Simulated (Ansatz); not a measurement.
One crystal and one scan (frozen-phonon scan) at two levels, PBE (plane waves to 420 eV, PAW, scalar-relativistic; Ansatz, a first-principles code) and r2SCAN (plane waves to 500 eV, PAW, scalar-relativistic; Ansatz), each from its own relaxed cell and on its own mesh. The cell shown is that of PBE.

Starting cell, Ca (fcc, Cu type):

```xyz
2
Lattice="0.0000 5.5265 5.5265 2.7633 0.0000 2.7633 2.7633 2.7633 0.0000" Properties=species:S:1:pos:R:3 pbc="T T T"
Ca     0.0000     0.0000     0.0000
Ca     2.7633     5.5265     2.7633
```

The atoms are displaced by Q × the pattern below (from a DFPT mode at L = (0.5, 0.0, 0.0), largest move 1; Q in Å), at fixed cell. (q is in reciprocal vectors of the primitive cell; the cell shown is doubled to hold the pattern.)

```
atom       x       y       z
----  ------  ------  ------
Ca1   -0.577   0.577   0.577
Ca2    0.577  -0.577  -0.577
```

Ca was relaxed with its symmetry unable to fall. With partly filled bands, energies and forces of such displacements shift with the k mesh and the smearing. Percentages come from the unrounded values.

Results of PBE:

- Lattice constant a (Å) = 5.527
- Harmonic wavenumber from the curvature (finite differences) (cm⁻¹ (negative: imaginary)) = 154
- Shape of the curve = a single well with its minimum at or next to zero displacement

Problem. What does r2SCAN give for the same quantities?

Solution. 
```tsv
quantity	r2SCAN	PBE − r2SCAN
Lattice constant a (Å)	5.568	-0.041 (-0.8 %)
Harmonic wavenumber from the curvature (finite differences) (cm⁻¹ (negative: imaginary))	161	-7 (-4 %)
```

PBE gives the lower value for: lattice constant a; harmonic wavenumber from the curvature. Both give the same shape of the curve: a single well with its minimum at or next to zero displacement.

(A displaced cell: forces are minus the slopes of the energy, force constants its curvatures, and phonons follow from these.)
